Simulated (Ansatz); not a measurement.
**TiPt8 squeezed and stretched**

A database entry relaxed whole under r2SCAN (I4/mmm):

```xyz
9
Lattice="-4.1787 4.1787 1.9539 4.1787 -4.1787 1.9539 4.1787 4.1787 -1.9539" Properties=species:S:1:pos:R:3 pbc="T T T"
Ti    0.0000    0.0000    0.0000
Pt    2.8264    2.8264    0.0000
Pt    1.3522   -1.3522    1.9539
Pt    1.3522    1.3522    1.9539
Pt   -1.3522    1.3522    1.9539
Pt    2.7500    0.0000    0.0000
Pt    0.0000    2.7500    0.0000
Pt    5.6073    0.0000    0.0000
Pt    0.0000    5.6073    0.0000
```

The cell was scaled uniformly, its shape held, and the atoms relaxed at each volume with plane-wave PAW DFT (Ansatz 0.2.0; r2SCAN, 500 eV, 9×9×9 Γ-centred mesh, fermi-dirac occupations of width 0.100 eV; no spin, no spin-orbit coupling). One row is withheld.

| volume (Å³/atom) | energy over the lowest (meV/atom) | pressure (GPa) |
| --- | --- | --- |
| 14.254 | 49.6 | 19.10 |
| 14.557 | 20.8 | 11.91 |
| 14.860 | 4.8 | 5.56 |
| 15.163 | 0.0 | -0.04 |
| 15.467 | 5.2 | -4.96 |
| 15.770 | ? | ? |
| 16.073 | 40.8 | -13.09 |

Q: Fit the pressures of the other rows to the third-order Birch-Murnaghan form.

A: With f = [(V₀/V)^(2/3) − 1]/2 and P = 3B₀f(1 + 2f)^(5/2)[1 + 3(B₀′ − 4)f/2], least squares gives V₀ = 15.16 Å³ an atom, B₀ = 262 GPa and B₀′ = 5.4; the rows miss the fit by less than 0.01 GPa. The slope of the energies differs from these pressures by 0.21 GPa, since they are taken to zero smearing while pressures follow the free energy.

Q: What does the withheld row hold?

A: The fit gives -9.28 GPa at 15.770 Å³; the run gave -9.29 GPa and 19.1 meV an atom.

Caveats: the shape of the cell was held, so B₀ is an upper bound where the axes differ in stiffness; 0 K, fixed nuclei; the symmetry was kept, and this need not be the phase that is stable at 0 K; one mesh for all volumes; every run is gapless at this level; pressure is positive in compression.
